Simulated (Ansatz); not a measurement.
One crystal and one scan (frozen-phonon scan) at two levels, r2SCAN (plane waves to 500 eV, PAW, scalar-relativistic; Ansatz, a quantum-chemistry and plane-wave program) and PBE (plane waves to 420 eV, PAW, scalar-relativistic; Ansatz), each from its own relaxed cell and on its own mesh. The cell shown is that of r2SCAN.

ZnS (zinc blende)

```
ZnS
1.0
    0.00000     5.38911     5.38911
    2.69456     2.69456     5.38911
    2.69456     2.69456     0.00000
S Zn
2 2
Cartesian
  4.04183   9.43094   9.43094
  4.04183   6.73639   6.73639
  0.00000   0.00000   0.00000
  2.69456   5.38911   2.69456
```

The atoms are displaced by Q × the pattern below (from a DFPT mode at X = (0.5, 0.5, 0.0), largest move 1; Q in Å), at fixed cell. It is one choice among 2 degenerate patterns. (q is in reciprocal vectors of the primitive cell; the cell shown is doubled to hold the pattern.)

| atom | x | y | z |
|---|---|---|---|
| S1 | -0.624 | 0.000 | 0.000 |
| S2 | 0.624 | 0.000 | 0.000 |
| Zn3 | 0.000 | -1.000 | 0.000 |
| Zn4 | 0.000 | 1.000 | 0.000 |

ZnS was relaxed with its symmetry unable to fall. Percentages come from the unrounded values. Both scans cover Q from -0.100 to 0.100 Å.

Results of r2SCAN:

| Quantity | Result |
|---|---|
| Lattice constant a (Å) | 5.389 |
| Energy at Q = 0.100 Å (meV/cell) | 24.8 |
| Harmonic wavenumber from the curvature (finite differences) (cm⁻¹ (negative: imaginary)) | 93 |
| Space group of the distorted cell | C222_1 (No. 20), lowered from F-43m |
| Symmetry of the curve | even: the same for both signs |
| Shape of the curve | a single well with its minimum at or next to zero displacement |

**Question.** What does PBE give for the same quantities?

**Answer.** 
```csv
quantity,PBE,r2SCAN − PBE
Lattice constant a (Å),5.443,-0.054 (-1.0 %)
Energy at Q = 0.100 Å (meV/cell),22.8,+2.0 (+9 %)
Harmonic wavenumber from the curvature (finite differences) (cm⁻¹ (negative: imaginary)),90,+3 (+4 %)
```

r2SCAN gives the higher value for: energy at Q = 0.100 Å; harmonic wavenumber from the curvature. r2SCAN gives the lower value for: lattice constant a. Both give the same space group of the distorted cell: C222_1 (No. 20), lowered from F-43m.

(For displaced atoms, the force is minus the slope of the energy, and its curvature is a force constant, which sets phonon frequencies.)
